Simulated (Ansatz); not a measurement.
# Structure relaxation, MoS2

The start is a generated cell, MoS2 built in the AFLOW prototype AB2_hP6_194_c_ad (B8_2, as in InNi2). The structure is fully relaxed (lattice and positions, P = 0) with PBE (plane waves to 420 eV, PAW, scalar-relativistic; Ansatz, an electronic-structure program). The first steps use a coarse 6×6×4 k-mesh.

The start:
```
CELL_PARAMETERS angstrom
      4.65145     0.00000     0.00000
     -2.32572     4.02827     0.00000
      0.00000     0.00000     5.69930
ATOMIC_POSITIONS crystal
  Mo 0.33333 0.66667 0.25000
  Mo 0.66667 0.33333 0.75000
  S  0.00000 0.00000 0.00000
  S  0.00000 0.00000 0.50000
  S  0.33333 0.66667 0.75000
  S  0.66667 0.33333 0.25000
```

Q: How large is the pressure on the unrelaxed cell, and of which sign?

A: -18 GPa (negative: the cell is under tension).

Q: By how much does the energy per atom fall from start to end?

A: 0.21 eV/atom.

Q: How does the volume per atom move from start to end?

A: -16.2 %, from 17.80 to 14.92 Å³/atom.

Q: How do the shortest distances between atoms change?

A: The closest pairs of elements (up to four, under 3.6 Å), start → end: Mo–S 2.69 → 2.48 Å; S–S 2.85 → 2.81 Å.

Q: Is the relaxed structure metallic? Give its gap.

A: Zero (metallic).

Q: What does it relax into? Give the structure.

A: 
```cif
data_Mo2S4
_chemical_formula_sum 'Mo2 S4'
_space_group_name_H-M_alt 'P63/mmc'
_space_group_IT_number 194
_space_group_name_Hall '-P 6c 2c'
_cell_length_a 4.29019
_cell_length_b 4.29019
_cell_length_c 5.61743
_cell_angle_alpha 90.000
_cell_angle_beta 90.000
_cell_angle_gamma 120.000
loop_
_atom_site_label
_atom_site_type_symbol
_atom_site_symmetry_multiplicity
_atom_site_Wyckoff_symbol
_atom_site_fract_x
_atom_site_fract_y
_atom_site_fract_z
_atom_site_occupancy
Mo1 Mo 2 c 0.33333 0.66667 0.25000 1
S1 S 2 a 0.00000 0.00000 0.00000 1
S2 S 2 d 0.66667 0.33333 0.25000 1
```

The space group stays P6₃/mmc (No. 194) (the run could not lower it); the end is AFLOW prototype AB2_hP6_194_c_ad (B8_2, as in InNi2), with 6 atoms in the primitive cell. Final values are on a 13×13×8 k-mesh of the relaxed cell. No spin polarisation in the result. A magnetic state may lie lower.

The run could not lose the symmetry of its start.

All atoms sit on sites fixed by symmetry, so only the cell could relax.

The first start was generated by placing the elements on the sites of a structure type. A measured structure of MoS2 has the same space group, P6₃/mmc (No. 194); the sites were not compared with it.
